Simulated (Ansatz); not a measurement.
# Fe₅CoGe₆ (Pmmm) at 2 levels of theory

One geometry, relaxed with PBE; plane waves with PAW potentials in Ansatz, scalar-relativistic. Collinear spin, ending at 6.8 μB a primitive cell. Gaps are the least over mesh and band path; pressure is positive in compression.

```
Co Ge Fe
1.0
     4.02560    0.00000    0.00000
     0.00000    4.93627    0.00000
     0.00000    0.00000    8.65811
Co Ge Fe
1 6 5
Cartesian
  0.0000 2.4681 0.0000
  0.0000 0.0000 0.0000
  0.0000 2.4681 4.3291
  2.0128 0.0000 2.8651
  2.0128 2.4681 7.2390
  2.0128 2.4681 1.4191
  2.0128 0.0000 5.7930
  0.0000 0.0000 4.3291
  0.0000 1.2378 2.1962
  0.0000 3.6985 6.4619
  0.0000 3.6985 2.1962
  0.0000 1.2378 6.4619
```

```csv
level,cutoff (eV),k mesh,gap (eV),pressure (GPa),largest moment (μB)
PBE,420,10×8×6,0,0.0,1.66
```

What comes out on the same cell with r2SCAN?

| level | cutoff (eV) | k mesh | gap (eV) | pressure (GPa) | largest moment (μB) |
| --- | --- | --- | --- | --- | --- |
| r2SCAN | 500 | 10×8×6 | 0 | 1.8 | 2.27 |

The state reached may not be the lowest one.

The cell was found from a structure generator's guess, not taken from experiment.
